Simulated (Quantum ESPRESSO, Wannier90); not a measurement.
## InP (zinc blende): Wannier90 run

```
CELL_PARAMETERS angstrom
      0.00000     2.95198     2.95198
      2.95198     0.00000     2.95198
      2.95198     2.95198     0.00000
ATOMIC_POSITIONS crystal
  In 0.00000 0.00000 0.00000
  P  0.75000 0.75000 0.75000
```

Cell from Materials Project (mp-20351), symmetrised, no further relaxation. COD (Crystallography Open Database) has an entry of this formula and space group (matched by these alone). Method: LDA plane waves in Quantum ESPRESSO 7.5 (PseudoDojo norm-conserving files, 56 Ry, no spin polarisation, no spin-orbit coupling), Bloch states on a 10×10×10 mesh through Γ, Wannier90 4.0.1. Density: 10×10×10 mesh, Gaussian smearing 0.01 Ry. Spin-orbit coupling is left out although heavy elements are present.

The plane-wave run has 20 bands and 18 electrons a cell. On the energy scale of pw.x, whose zero is arbitrary, the valence-band maximum lies at 6.60 eV.

Isolated groups of bands, relative to the valence-band maximum (bands from 10 on overlap up to the last one computed):

| bands | from (eV) | to (eV) | filling | weight on atomic waves |
|---|---|---|---|---|
| 1–5 | -14.34 | -14.00 | filled | In 4d 98 % |
| 6 | -11.41 | -9.01 | filled | P 3s 58 %, In 5p 23 %, In 5s 12 % |
| 7–9 | -5.78 | 0.00 | filled | P 3p 62 %, In 5p 21 %, In 5s 13 % |

Input w.win, without the blocks of cell, atoms and k-points (1000 lines):

```
num_bands = 15
num_wann = 8
exclude_bands = 1-5
num_iter = 800
conv_tol = 1.0e-6
conv_window = 4
dis_num_iter = 1000
dis_conv_tol = 1.0e-6
dis_froz_max = 8.47
dis_win_max = 14.87
write_hr = true
write_u_matrices = true
begin projections
f=0.00346,0.01166,-0.00403: s;p
f=-0.25670,-0.24663,-0.25895: s;p
end projections
mp_grid = 10 10 10
```

wannier90.x stops with:
```
dis_windows: Energy window contains fewer states than number of target WFs
```
At some k-point the outer window holds fewer bands than num_wann, so no subspace of that size can be extracted. Mended as below, all else unchanged, the run goes through (Ω_I = 11.6 Å²) and follows the plane-wave bands to 2.8 meV rms (states up to 1.4 eV relative to the valence-band maximum).
Remove the line dis_win_max = 14.87.
